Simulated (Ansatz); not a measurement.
Theory: DFT PBE, scalar-relativistic, plane waves, PAW in Ansatz 0.2.0. Settings: cutoff 420 eV, Γ-centred meshes spaced at most about 0.3 Å⁻¹, and about 0.25 Å⁻¹ or finer for metals (2π included), Gaussian smearing. Collinear spin in cells that started with moments and kept them past the coarse steps, no spin elsewhere.

All energies are static (0 K, no zero-point motion). All come from trial cells, and lower structures may exist.

Task: Which of these relaxed structures of Ni2Pt is the lowest in energy?
A. Space group P-3m1 (No. 164), trigonal, a = 2.665 Å, c = 6.261 Å. Ni has 3 Ni at 2.45 Å, 3 Pt at 2.66 Å and 6 Ni at 2.67 Å; Pt has 6 Ni at 2.66 Å and 6 Pt at 2.67 Å.
B. Space group P6_3/mmc (No. 194), hexagonal, a = 2.670 Å, c = 12.523 Å. Around Ni lie 3 Ni at 2.45 Å, 3 Pt at 2.67 Å and 6 Ni at 2.67 Å; around Pt lie 6 Ni at 2.67 Å and 6 Pt at 2.67 Å.

Result: A. It has Ni and Pt ordered on fcc sites, space group P-3m1 (No. 164); the next, B, with Ni and Pt ordered on hcp sites, space group P6_3/mmc (No. 194), lies 37 meV/atom higher. Largest moments: A 0.8 μB, B 0.8 μB. Counting all near atoms (those within 1.25 times the shortest distance at each site), the lowest and the next both have Ni 12, Pt 12.

These runs have no spin–orbit coupling, which can matter for Pt. Another magnetic order may lie lower. Cells relaxed within their symmetry can be saddle points. Some candidate types were left out of the draw beforehand, so a known form may be missing.
